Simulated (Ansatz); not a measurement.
A: Pb (hcp, Mg type), a = 3.4857 Å, b = 3.4857 Å, c = 5.7564 Å, α = 90.00°, β = 90.00°, γ = 120.00°
B: TiTe2 (CdI2 type), a = b = 3.784 Å, c = 6.602 Å, α = β = 90.00°, γ = 120.00°
C: As (A7 type, space group R-3m), a = b = 3.761 Å, c = 10.734 Å, α = β = 90.00°, γ = 120.00°

Scan: energy against volume (even scaling of the relaxed cell, symmetry kept). One method and one kind of scan serve all of them; meshes and ranges differ. All were relaxed with their symmetry unable to fall. Spin-orbit coupling is left out. This is one of several known forms of Pb; the measured ambient cells at hand have space group No. 225. TiTe2 is run without spin polarisation.

Q: Rank these by bulk modulus at fixed cell shape (fitted) (highest first), as r2SCAN+rVV10 (plane waves to 500 eV, PAW, scalar-relativistic; Ansatz, an electronic-structure program) gives it.

A: C (56.8 GPa), A (48.2 GPa), B (34.2 GPa)

(A scan under strain: stresses follow from slopes of the energy per volume, elastic moduli from its curvatures.)
